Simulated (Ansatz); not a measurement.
A crystal relaxed with r2SCAN in the plane-wave code Ansatz has space group I-42d (No. 122) and a = 5.349 Å, c = 10.241 Å.

| atom | site | x | y | z |
| --- | --- | --- | --- | --- |
| N | 4a | 0.0000 | 0.5000 | 0.2500 |
| Ga | 8d | 0.3474 | 0.7500 | 0.6250 |
| Xx | 4b | 0.5000 | 0.0000 | 0.2500 |

With r2SCAN the valence top lies at S₀–Γ (0.40 of the way from S₀) and the conduction bottom at Γ, 0.32 eV higher; the smallest vertical gap, at Γ, is 0.52 eV. With HSE06 the valence top lies at S₀–Γ (0.40 of the way from S₀) and the conduction bottom at Γ, 0.71 eV higher; the smallest vertical gap, at Γ, is 0.99 eV. Meshes: r2SCAN 8×8×8, HSE06 4×4×4.

Q: Which element is Xx?
A. As
B. P
C. Nb
D. Sb

A: D. Xx is Sb: Ga2SbN, ordered on the zincblende lattice (I-42d) with 8 atoms a cell. N is surrounded by 4 Ga at 2.02 Å; Ga is surrounded by 2 N at 2.02 Å and 2 Sb at 2.62 Å; Sb is surrounded by 4 Ga at 2.62 Å.

Values at 0 K without nuclear motion; spin polarisation is off, and the phase may be a hypothetical one.

No spin-orbit coupling is included; it can move band edges with weight on the heavy atoms by tenths of an eV.

Where an edge lies off the special points, it is a point of the mesh or the k point where a search put PBE's edge or least direct gap, reused for the other functionals, whose own edges may lie a little apart.

The meshes of the hybrids are coarse, so their gaps aren't converged to the digits shown.
